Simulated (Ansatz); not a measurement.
ZnCu (CsCl type)

```yaml
crystal:
  lattice:
    - [2.96382, 0.00000, 0.00000]
    - [0.00000, 2.96382, 0.00000]
    - [0.00000, 0.00000, 2.96382]
  atoms:
    - { symbol: Zn, position: [0.00000, 0.00000, 0.00000] }
    - { symbol: Cu, position: [0.50000, 0.50000, 0.50000] }
```

Equation-of-state scan: isotropic scaling of the cell above, V₀ being its volume. Symmetry pins the atoms to their sites.

The numbers are results of PBE (plane waves to 420 eV, PAW, scalar-relativistic; Ansatz, a program for electronic structure), not measurements. k mesh 16×16×16 (Γ-centred), Fermi-Dirac smearing 0.05 eV. E stands for the smeared free energy. Compression counts positive. ZnCu is run without spin polarisation. ZnCu was relaxed with its symmetry unable to fall. The zero of ΔE is the relaxed starting cell. The last digit holds for this mesh only.

```json
[
 {"V (Å³/atom)": "10.935", "ΔE (meV/atom)": "169.0"},
 {"V (Å³/atom)": "11.455", "ΔE (meV/atom)": "86.7"},
 {"V (Å³/atom)": "11.976", "ΔE (meV/atom)": "35.3"},
 {"V (Å³/atom)": "12.497", "ΔE (meV/atom)": "8.1"},
 {"V (Å³/atom)": "13.017", "ΔE (meV/atom)": "0.0"},
 {"V (Å³/atom)": "13.538", "ΔE (meV/atom)": "6.9"},
 {"V (Å³/atom)": "14.059", "ΔE (meV/atom)": "25.6"},
 {"V (Å³/atom)": "14.580", "ΔE (meV/atom)": "withheld"},
 {"V (Å³/atom)": "15.100", "ΔE (meV/atom)": "88.3"}
]
```

**Question.** Fit a third-order Birch-Murnaghan form (E₀, V₀, B₀, B₀′ free) to the given rows and predict ΔE at V = 14.580.

**Answer.** Least squares on the 8 given rows: ΔE = E₀ + (9V₀B₀/16)·y²·[2 + (B₀′ − 4)y], y = (V₀/V)^(2/3) − 1, with V₀ = 13.018 Å³/atom, B₀ = 114.4 GPa (160.2 GPa = 1 eV/Å³; the term in eV is multiplied by 1000), B₀′ = 5.03, E₀ = 0.05 meV/atom; root-mean-square residual 0.04 meV/atom. At 14.580 the fit gives 53.3 meV/atom; the calculation gives 53.4 meV/atom, so the interpolation is off by -0.1 (-0.2 %). For the pressure the fit gives -9.8 GPa against the computed -9.8 GPa.

(A scan under strain: stresses follow from slopes of the energy per volume, elastic moduli from its curvatures.)
